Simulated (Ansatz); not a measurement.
BaTe:
```
CELL_PARAMETERS angstrom
      0.00000     3.47077     3.47077
      3.47077     0.00000     3.47077
      3.47077     3.47077     0.00000
ATOMIC_POSITIONS crystal
  Ba 0.00000 0.00000 0.00000
  Te 0.50000 0.50000 0.50000
```

This is the PBEsol-relaxed structure.

**Question.** All from plane-wave PAW PBEsol (Ansatz code), unless another level is named. Estimate the electron effective mass with spin–orbit coupling.

**Answer.** 0.26, 0.26, 1.3 mₑ (principal values).

**Question.** Give the hole effective mass with spin–orbit coupling, band 2 of 2 at the edge.

**Answer.** 0.18 along [100], 0.22 along [110], 0.24 along [111] (mₑ).

**Question.** Predict the hole effective mass, band 2 of 3 at the edge.

**Answer.** 1.2 along [100], 0.42 along [110], 0.54 along [111] (mₑ).

**Question.** Next, the valence-band maximum?

**Answer.** at Γ.

Space group Fm-3m (rock salt). The PBEsol relaxation kept the symmetry of its start. Spin–orbit coupling is left out wherever it is not named.

Potentials: the later of the program's two PAW sets.

Edges and masses are those of Kohn–Sham bands, whose gap is no quasiparticle gap.
